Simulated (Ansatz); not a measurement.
The relaxed structure here is a generated cell of Cu2O: the first start was made by placing the elements on the sites of a structure type, and the end was not matched to a known phase here, so it may be hypothetical. Known forms of Cu2O include space group No. 224.

One stationary structure of Cu2O. Space group P6₃/mmc (No. 194). The numbers are results of PBE (plane waves to 420 eV, PAW, scalar-relativistic; Ansatz, an electronic-structure program), not measurements.

```cif
data_Cu4O2
_chemical_formula_sum 'O2 Cu4'
_space_group_name_H-M_alt 'P63/mmc'
_space_group_IT_number 194
_space_group_name_Hall '-P 6c 2c'
_cell_length_a 3.45599
_cell_length_b 3.45599
_cell_length_c 6.62490
_cell_angle_alpha 90.000
_cell_angle_beta 90.000
_cell_angle_gamma 120.000
loop_
_atom_site_label
_atom_site_type_symbol
_atom_site_symmetry_multiplicity
_atom_site_Wyckoff_symbol
_atom_site_fract_x
_atom_site_fract_y
_atom_site_fract_z
_atom_site_occupancy
O1 O 2 c 0.33333 0.66667 0.25000 1
Cu1 Cu 2 a 0.00000 0.00000 0.00000 1
Cu2 Cu 2 d 0.66667 0.33333 0.25000 1
```

```json
{
 "volume_per_atom": "11.42 Å³",
 "density": "6.93 g/cm³",
 "band_gap": "no gap on the sampled points, where the bands overlap only slightly; such a result is sensitive to mesh and level",
 "shortest_distances": "Cu–O 2.00 Å; Cu–Cu 2.59 Å; O–O 3.46 Å",
 "k-mesh": "15×15×7"
}
```

Band energies at high-symmetry points (eV from the Fermi level; labels of this space group; no spin-orbit coupling), from −5 eV up to 4.1 eV:

```json
[
 {"point": "Γ", "energies": "-4.46 -3.56 -3.12 -3.12 -2.71 -2.35 -2.35 -2.20 -2.17 -2.17 -1.69 -1.69 -1.53 -1.37 -1.37 -1.17 -1.01 -1.01 -0.05 -0.05 0.15 0.15 0.32 2.04"},
 {"point": "M", "energies": "-4.97 -4.91 -3.16 -2.93 -2.74 -2.71 -2.62 -2.52 -2.31 -2.26 -1.96 -1.73 -1.68 -1.68 -1.52 -1.52 -1.47 -1.43 -1.07 -1.01 -0.68 -0.40 1.99 2.51 2.56 3.22"},
 {"point": "K", "energies": "-4.97 -4.97 -3.15 -3.06 -2.88 -2.88 -2.69 -2.50 -2.26 -2.26 -2.04 -2.04 -1.56 -1.56 -1.45 -1.44 -1.42 -1.42 -1.07 -1.07 -0.85 -0.85 3.44 3.45 4.01 4.01"},
 {"point": "A", "energies": "-2.88 -2.88 -2.88 -2.88 -2.50 -2.50 -1.84 -1.84 -1.55 -1.55 -1.55 -1.55 -1.44 -1.44 -1.44 -1.44 -1.01 -1.01 0.07 0.07 0.07 0.07"},
 {"point": "L", "energies": "-4.94 -4.94 -2.86 -2.86 -2.85 -2.85 -2.54 -2.54 -2.08 -2.08 -1.84 -1.84 -1.67 -1.67 -1.47 -1.47 -1.47 -1.47 -1.10 -1.10 -0.66 -0.66 1.31 1.31 3.86 3.86"},
 {"point": "H", "energies": "-4.99 -4.99 -2.97 -2.97 -2.81 -2.81 -2.72 -2.72 -2.32 -2.32 -1.70 -1.70 -1.69 -1.69 -1.55 -1.55 -1.41 -1.41 -0.88 -0.88 -0.80 -0.80 2.76 2.76 3.43 3.43"}
]
```

No spin polarisation in the result. No Hubbard U is applied.

The run could not lose the symmetry of its start: the end is stationary, and may be a saddle point rather than a minimum.

All atoms sit on sites fixed by symmetry, so only the cell could relax.
